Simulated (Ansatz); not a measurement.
ZrB$_{2}$:
Space group P6/mmm (No. 191); a = b = 3.167 Å, c = 3.552 Å, α = β = 90.00°, γ = 120.00°

| atom | site | symmetry | x | y | z |
|---|---|---|---|---|---|
| Zr | 1a | 6/mmm | 0.0000 | 0.0000 | 0.0000 |
| B | 2d | -6m2 | 0.3333 | 0.6667 | 0.5000 |

Relaxed with r²SCAN.

Question: Tabulate the valence density and the electron localisation function along the shortest Zr–Zr contact (3.17 Å), plane-wave PAW r²SCAN (Ansatz code).

Answer: 

```
distance from Zr (Å)  density (e/Å³)   ELF
--------------------  --------------  ----
0.32                            4.23  0.49
0.48                            3.92  0.74
0.63                            2.78  0.79
0.79                            1.55  0.70
0.95                            0.74  0.44
1.11                            0.36  0.19
1.27                            0.23  0.12
1.43                            0.19  0.16
1.58                            0.18  0.19
1.74                            0.19  0.16
1.90                            0.23  0.12
2.06                            0.36  0.19
2.22                            0.74  0.44
2.38                            1.55  0.70
2.53                            2.78  0.79
2.69                            3.92  0.74
2.85                            4.23  0.49
```

The density is the valence pseudo-density with augmentation charge, so density and ELF within about 1 Å of a nucleus are not all-electron values.

The r²SCAN relaxation kept the symmetry of its start. The run is not spin-polarised.

Potentials: the earlier of the program's two PAW sets. The files were generated under PBE; for other functionals the program regenerates the frozen cores, and for LDA and PBEsol the local potential too.
